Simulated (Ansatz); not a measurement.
An Ansatz (a quantum-chemistry and plane-wave program) run. Input:

Ansatz 0.2 input:
```yaml
crystal:
  lattice:
    - [0.0, 1.915047404, 1.915047404]
    - [1.915047404, 0.0, 1.915047404]
    - [1.915047404, 1.915047404, 0.0]
  atoms:
    - { symbol: Rh, position: [0.0, 0.0, 0.0] }
kpoints:
  mp_grid: { grid: [13, 13, 13] }
  band_path:
    path:
      - [[0.0, 0.0, 0.0], [0.5, 0.0, 0.5], [0.625, 0.25, 0.625]]  # Γ-X-U
      - [[0.375, 0.375, 0.75], [0.0, 0.0, 0.0], [0.5, 0.5, 0.5], [0.5, 0.25, 0.75], [0.5, 0.0, 0.5]]  # K-Γ-L-W-X
    npoints: 12
basis: { xc_grid: 2 }
hamiltonian:
  xc: pbe
  pseudopotentials: { azcp: { folder: ./paw }, kind: paw_fr }
magnetization: { noncollinear: true, spin_orbit: true }
scf:
  n_extra_bands: 13
  convergence: { dr2_threshold: 0.0000000001 }
  occupations: { method: gaussian, width: 0.05 }
output: { eigenvalues: true }
```

Output (shortened):

```
Pseudopotential: Rh, paw, valence charge 17
Functional definition: PBE
non-collinear run that drives no moment, with spin-orbit …
Crystal: 1 atoms, lattice volume = 14.047 Å³
Basis set: ecut = 420 eV, 283 PW (Γ), exchange–correlation on 40×40×40 points (8 copies of the dense FFT grid, shifted against one another)
Bands: 30, of which v1, the nominal top of the filled ones, is band 17 counted from 1 (16 counted from 0)
Symmetry: 48 space group operations + 48 with time reversal
k-points: 84 of 2197
Projection manifold: j_resolved (fully-relativistic pseudo-atomic orbitals)
SCF iter   1: F=—  HF=-6405.225182 eV  |F-HF|=—  |Δ(HF+E_count)|=         —  Δρ=1.10e-1  dr2=1.60e0  dr2_m=0.00e0 (ungated)  ethr=3.10e-3  |M|=0.00e0 ∫|m|=0.00e0 μB  |m|>n=0.0e0 m-floor=0.0e0 τ_xc=0.0e0  β_m=0.30  ⟨swp⟩=5.4  Hψ=5629  notcnv=0  defer=138
preconditioner: auto → none
SCF iter   2: F=—  HF=-6404.776940 eV  |F-HF|=—  |Δ(HF+E_count)|=   4.48e-1  Δρ=3.71e-2  dr2=1.20e-1  dr2_m=0.00e0 (ungated)  ethr=3.10e-3  |M|=0.00e0 ∫|m|=0.00e0 μB  |m|>n=0.0e0 m-floor=0.0e0 τ_xc=0.0e0  β_m=0.35  ⟨swp⟩=2.7  Hψ=2391  notcnv=0  defer=568
SCF iter   3: F=—  HF=-6404.750499 eV  |F-HF|=—  |Δ(HF+E_count)|=   2.64e-2  Δρ=1.76e-2  dr2=1.21e-2  dr2_m=0.00e0 (ungated)  ethr=7.07e-4  |M|=0.00e0 ∫|m|=0.00e0 μB  |m|>n=0.0e0 m-floor=0.0e0 τ_xc=0.0e0  β_m=0.62  ⟨swp⟩=2.2  Hψ=1608  notcnv=0  defer=568
SCF iter   4: F=—  HF=-6404.749158 eV  |F-HF|=—  |Δ(HF+E_count)|=   1.34e-3  Δρ=5.47e-4  dr2=1.81e-5  dr2_m=0.00e0 (ungated)  ethr=7.14e-5  |M|=0.00e0 ∫|m|=0.00e0 μB  |m|>n=0.0e0 m-floor=0.0e0 τ_xc=0.0e0  β_m=0.81  ⟨swp⟩=2.9  Hψ=1587  notcnv=0  defer=568
SCF iter   5: F=—  HF=-6404.749159 eV  |F-HF|=—  |Δ(HF+E_count)|=   1.61e-6  Δρ=1.47e-4  dr2=1.74e-6  dr2_m=0.00e0 (ungated)  ethr=1.06e-7  |M|=0.00e0 ∫|m|=0.00e0 μB  |m|>n=0.0e0 m-floor=0.0e0 τ_xc=0.0e0  β_m=0.87  ⟨swp⟩=2.0  Hψ=1698  notcnv=0  defer=568
SCF iter   6: F=—  HF=-6404.749161 eV  |F-HF|=—  |Δ(HF+E_count)|=   1.22e-6  Δρ=5.17e-5  dr2=2.37e-7  dr2_m=0.00e0 (ungated)  ethr=1.02e-8  |M|=0.00e0 ∫|m|=0.00e0 μB  |m|>n=0.0e0 m-floor=0.0e0 τ_xc=0.0e0  β_m=0.89  ⟨swp⟩=1.5  Hψ=1231  notcnv=0  defer=568
SCF iter   7: F=—  HF=-6404.749161 eV  |F-HF|=—  |Δ(HF+E_count)|=   1.17e-8  Δρ=8.63e-6  dr2=6.54e-9  dr2_m=0.00e0 (ungated)  ethr=1.39e-9  |M|=0.00e0 ∫|m|=0.00e0 μB  |m|>n=0.0e0 m-floor=0.0e0 τ_xc=0.0e0  β_m=0.95  ⟨swp⟩=2.3  Hψ=1403  notcnv=0  defer=568
SCF iter   8: F=-6404.749161 eV  HF=-6404.749161 eV  |F-HF|=1.36e-11  |Δ(HF+E_count)|=  4.64e-11  Δρ=7.66e-7  dr2=5.17e-11  dr2_m=0.00e0 (ungated)  ethr=1.00e-12  |M|=0.00e0 ∫|m|=0.00e0 μB  |m|>n=0.0e0 m-floor=0.0e0 τ_xc=0.0e0  ⟨swp⟩=6.9  Hψ=5961  notcnv=0
SCF 1 converged in 8 iterations: F = -6404.749161 eV  dr2 = 5.17e-11
NSCF: frozen V_eff on 74 k-points
SCF converged after 8 iterations
Magnetization: |M| = 0.0000 μB,  M = (+0.0000, +0.0000, +0.0000) μB
Absolute magnetization: 0.0000 μB (∫|m|)
  site 0: m = (+0.0000, +0.0000, +0.0000) μB, |m| = 0.0000 μB  (R = 1.12 Å)
Free energy (F): -6404.749161 eV
Harris-Foulkes:  -6404.749161 eV  (|F-HF|=1.36e-11)
Internal energy: -6404.747266 eV  (E = F + TS)
E sigma→0 (E₀):  -6404.748213 eV
Entropy (-TS):   -0.001895 eV (-1.895 meV/atom)
Fermi energy:    21.807814 eV
--- Per-component energies (eV) ---
  E_band       = -94.211310
  E_kinetic    = 536.742661
  E_local      = -1497.280122  (includes V_loc(G=0)·N_el)
  E_nonlocal   = 297.625265
  E_hartree    = 555.206973
  E_xc         = -201.613911
  E_vxc        = -252.991940  (∫ρ·V_xc dr)
  E_paw        = -3604.642380  (= ΣΔE_a)
  E_vpaw       = -288.720994  (= ΣTr[D̂ρ^β])
  E_aug_tail   = 0.000144  (compensation charges beyond the density's cutoff)
  E_ewald      = -2490.785896
  E_smearing   = -0.001895  (= −TS)
  E_closure    = 0.000000  (closes the sum)
  Σ components = -6404.749161   (vs F -6404.749161, Δ=0.00e0)
  [band-id]    e_kinetic+e_local+e_nonlocal+2·e_hartree+e_vxc+e_vpaw+e_augmentation_tail = -94.211040   (vs E_band -94.211310, Δ=2.70e-4)
--- Band table (eV; the first three rows and the last of 84) ---
  k-point 0: bands = ["-56.9884", "-56.9884", "-27.2331", "-27.2331", "-23.2529", "-23.2529", "-23.2529", "-23.2529", "14.0100", "14.0100", "18.7324", "18.7324", "18.7324", "18.7324", "18.9880", "18.9880", "20.8719", "20.8719", "20.8719", "20.8719", …
  k-point 1: bands = ["-56.9826", "-56.9826", "-27.2474", "-27.2474", "-23.2839", "-23.2839", "-23.2588", "-23.2588", "14.2410", "14.2410", "18.6796", "18.6796", "18.8095", "18.8095", "19.0421", "19.0421", "20.8124", "20.8124", "20.8382", "20.8382", …
  k-point 2: bands = ["-56.9663", "-56.9663", "-27.2873", "-27.2873", "-23.3688", "-23.3688", "-23.2751", "-23.2751", "14.8715", "14.8715", "18.5121", "18.5121", "18.9697", "18.9697", "19.2431", "19.2431", "20.7168", "20.7168", "20.8206", "20.8206", …
  k-point 83: bands = ["-56.8525", "-56.8525", "-27.5558", "-27.5558", "-23.7414", "-23.7414", "-23.5902", "-23.5902", "16.9700", "16.9700", "17.8286", "17.8286", "18.3894", "18.3894", "20.7124", "20.7124", "22.6756", "22.6756", "30.0506", "30.0506", …
```

Cost: very roughly 5 core-seconds on shared cores.

Space group Fm-3m (fcc (Cu type)). Symmetry was held in the PBE relaxation. No spin polarisation was allowed.

Potentials: the earlier of the program's two PAW sets.

Ansatz is a plane-wave DFT program.
